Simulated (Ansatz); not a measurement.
One element of this relaxed crystal is hidden as X:

```
cell (Å)
  4.994 0.000 0.000
  0.000 4.994 0.000
  0.000 0.000 4.994
  Pb 0.0000 0.0000 0.0000
  X 0.0000 0.5000 0.5000
  X 0.5000 0.0000 0.5000
  X 0.5000 0.5000 0.0000
```

All-electron LAPW in Ansatz 0.2.0 under PBEsol, scalar-relativistic and without spin polarisation, finds it within 0.02 GPa of zero pressure, with a formation energy of -0.42 eV/atom from the elements, no gap. The structure needn't be the ground state.

Q: Which element is X?

A: Ca, which makes the crystal Ca₃Pb. Neighbours weren't tried against these numbers.
